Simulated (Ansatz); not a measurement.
Si (space group Ia-3)

```yaml
crystal:
  lattice:
    - [-6.56775, 6.56775, 6.56775]
    - [0.00000, 0.00000, 6.56775]
    - [0.00000, 6.56775, 0.00000]
  atoms:
    - { symbol: Si, position: [0.89779, 0.20442, 0.20442] }
    - { symbol: Si, position: [0.39779, 0.20442, 0.20442] }
    - { symbol: Si, position: [0.10221, 0.00000, 0.29558] }
    - { symbol: Si, position: [0.60221, 0.00000, 0.29558] }
    - { symbol: Si, position: [0.89779, 0.50000, 0.00000] }
    - { symbol: Si, position: [0.39779, 0.50000, 0.00000] }
    - { symbol: Si, position: [0.60221, 0.29558, 0.50000] }
    - { symbol: Si, position: [0.10221, 0.29558, 0.50000] }
    - { symbol: Si, position: [0.60221, 0.79558, 0.79558] }
    - { symbol: Si, position: [0.10221, 0.79558, 0.79558] }
    - { symbol: Si, position: [0.89779, 0.00000, 0.70442] }
    - { symbol: Si, position: [0.39779, 0.00000, 0.70442] }
    - { symbol: Si, position: [0.10221, 0.50000, 0.00000] }
    - { symbol: Si, position: [0.60221, 0.50000, 0.00000] }
    - { symbol: Si, position: [0.39779, 0.70442, 0.50000] }
    - { symbol: Si, position: [0.89779, 0.70442, 0.50000] }
```

The atoms are displaced by Q × the pattern below (from a DFPT mode at H = (0.5, 0.5, 0.5), largest move 1; Q in Å), at fixed cell. It is one choice among 3 degenerate patterns. (q is in reciprocal vectors of the primitive cell; the cell shown is doubled to hold the pattern.)

| atom | x | y | z |
|---|---|---|---|
| Si1 | -0.487 | -0.372 | -0.791 |
| Si2 | 0.487 | 0.372 | 0.791 |
| Si3 | 0.487 | 0.372 | -0.791 |
| Si4 | -0.487 | -0.372 | 0.791 |
| Si5 | 0.487 | -0.372 | -0.791 |
| Si6 | -0.487 | 0.372 | 0.791 |
| Si7 | 0.487 | -0.372 | 0.791 |
| Si8 | -0.487 | 0.372 | -0.791 |
| Si9 | 0.487 | 0.372 | 0.791 |
| Si10 | -0.487 | -0.372 | -0.791 |
| Si11 | 0.487 | 0.372 | -0.791 |
| Si12 | -0.487 | -0.372 | 0.791 |
| Si13 | 0.487 | -0.372 | -0.791 |
| Si14 | -0.487 | 0.372 | 0.791 |
| Si15 | 0.487 | -0.372 | 0.791 |
| Si16 | -0.487 | 0.372 | -0.791 |

Level of theory: LDA (plane waves to 420 eV, PAW, scalar-relativistic; Ansatz, a quantum-chemistry and plane-wave program). k mesh 10×10×10 (Γ-centred), Fermi-Dirac smearing 0.05 eV. The energy includes the smearing's −TS. With partly filled bands, energies and forces of such displacements shift with the k mesh and the smearing. Si was relaxed with its symmetry unable to fall. This is one of several known forms of Si; the measured ambient cells at hand have space group No. 227. The zero of ΔE is the undisplaced structure. The last digit holds for this mesh only.

| Q (Å) | ΔE (meV/cell) |
|---|---|
| -0.180 | 443.5 |
| -0.150 | 312.1 |
| -0.120 | 202.0 |
| -0.090 | 114.6 |
| -0.060 | withheld |
| -0.030 | 12.9 |
| 0.000 | 0.0 |
| 0.030 | 12.9 |
| 0.060 | withheld |
| 0.090 | 114.6 |
| 0.120 | 202.0 |
| 0.150 | 312.1 |
| 0.180 | 443.5 |

Q: Fit an even polynomial form (powers 2, 4) to the given rows and predict ΔE at Q = 0.060.

A: Least squares on the 11 given rows: ΔE = (14300)·Q² + (-18810)·Q⁴, in meV/cell with Q in Å; root-mean-square residual 0.07 meV/cell. At 0.060 the fit gives 51.2 meV/cell; the calculation gives 51.2 meV/cell, the same to the digits shown. The quadratic term alone would give 51.5 meV/cell.

(A displaced cell: forces are minus the slopes of the energy, force constants its curvatures, and phonons follow from these.)
